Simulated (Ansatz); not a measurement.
Computed with Ansatz (plane waves, PAW, 420 eV cutoff): PBEsol, scalar-relativistic, no spin polarisation, Γ-centred 10×10×10 mesh, 0.05 eV Gaussian smearing; PAW files: Ansatz's generated set soft_2.

A crystal of composition XGe, relaxed at this level of theory, gives this pattern between 10° and 80°.

Cu Kα1 powder pattern (kinematic, no thermal factors).
```
2θ (°)  relative intensity
 30.15                   7
 34.95                 100
 50.26                  69
 59.73                   2
 62.68                  23
 73.83                  10
```

Task: Which lattice and cell does the pattern come from?

Result: Cubic, space group Fm-3m (No. 225), a = 5.130 Å, b = 5.130 Å, c = 5.130 Å, α = 90.00°, β = 90.00°, γ = 90.00°. The line positions fix the lattice at most, not the space group, and lines under 1 % of the strongest aren't listed; this is the group of the computed cell.

A compound XGe has these computed properties.

```
Band gap                                              : zero (metallic)
Density of states at the Fermi level                  : 0.56 states/(eV·atom)
Formation energy from the elements (0 K, uncorrected) : -0.14 eV/atom
Bulk modulus (Birch–Murnaghan)                        : 130 GPa
Pressure derivative B0′                               : 5.0
```

Sites: X on 4b, Ge on 4a.

Task: Which element is X?
A. Cd
B. Ru
C. Rh
D. Pd

Result: D. X is Pd, so the compound is PdGe.

This is a trial structure; measured cells of the compound in the Crystallography Open Database are in space group Pnma.
